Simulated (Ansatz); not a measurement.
# Scan of one atom of the cell for NiSi2 (fluorite type, space group Fm-3m)

Starting cell, NiSi₂ (fluorite type, space group Fm-3m):

```
NiSi2
1.0
    0.00000     2.69488     2.69488
    2.69488     0.00000     2.69488
    2.69488     2.69488     0.00000
Ni Si
1 2
Direct
  0.00000   0.00000   0.00000
  0.25000   0.25000   0.25000
  0.75000   0.75000   0.75000
```

In each cell atom 3 (Si, nearest neighbour Ni at 2.334 Å; its periodic images, 3.8 Å or more away, move with it) moves by s·(0.577, 0.577, 0.577) (towards the nearest neighbour), the rest being held.

The numbers are results of PBEsol (plane waves to 420 eV, PAW, scalar-relativistic; Ansatz, a first-principles code), not measurements. k mesh 12×12×12 (Γ-centred), Fermi-Dirac smearing 0.05 eV. The energy includes the smearing's −TS. Compression counts positive. With partly filled bands, energies and forces of such displacements shift with the k mesh and the smearing. F∥ is the force on the atom along that direction. On this mesh the relaxed cell isn't quite at rest: it carries a pressure of -0.1 GPa (compression positive) at the zero of the scan. NiSi2 is run without spin polarisation. NiSi2 was relaxed with its symmetry unable to fall. The PAW data are Ansatz's earlier set. ΔE is measured from the undisplaced structure.

| s (Å) | ΔE (eV/cell) | P (GPa) | F∥ (eV/Å) |
|---|---|---|---|
| -0.230 | 0.185 | 2.4 | 1.481 |
| -0.184 | 0.122 | 1.6 | 1.248 |
| -0.138 | 0.070 | 0.9 | 0.979 |
| -0.092 | 0.032 | 0.4 | 0.681 |
| -0.046 | 0.008 | 0.0 | 0.354 |
| 0.000 | 0.000 | -0.1 | 0.000 |
| 0.046 | 0.009 | 0.0 | -0.393 |
| 0.092 | 0.037 | 0.4 | -0.837 |
| 0.138 | 0.087 | 1.1 | -1.343 |
| 0.184 | 0.162 | 2.0 | -1.917 |
| 0.230 | 0.264 | 3.4 | -2.572 |

What the scan shows:

```
Property                                                                                                                                              Value
--------------------------------------------------------  -------------------------------------------------------------------------------------------------
Energy at s = 0.230 Å                                                                                                                          264 meV/cell
Force along the line at s = -0.230 Å                                                                                                              1.48 eV/Å
Symmetry of the curve                                                                                   not even: the positive side lies higher at ±0.230 Å
Shape of the curve                                                                           a single well with its minimum at or next to zero displacement
Force constant k = d²E/ds² at s = 0 (finite differences)                                                                                         8.08 eV/Å²
Harmonic estimate at the end of the scan                  ½ks² = 214 meV/cell against the computed 264 meV/cell, so the well is stiffer than harmonic there
```

(For displaced atoms, the force is minus the slope of the energy, and its curvature is a force constant, which sets phonon frequencies.)
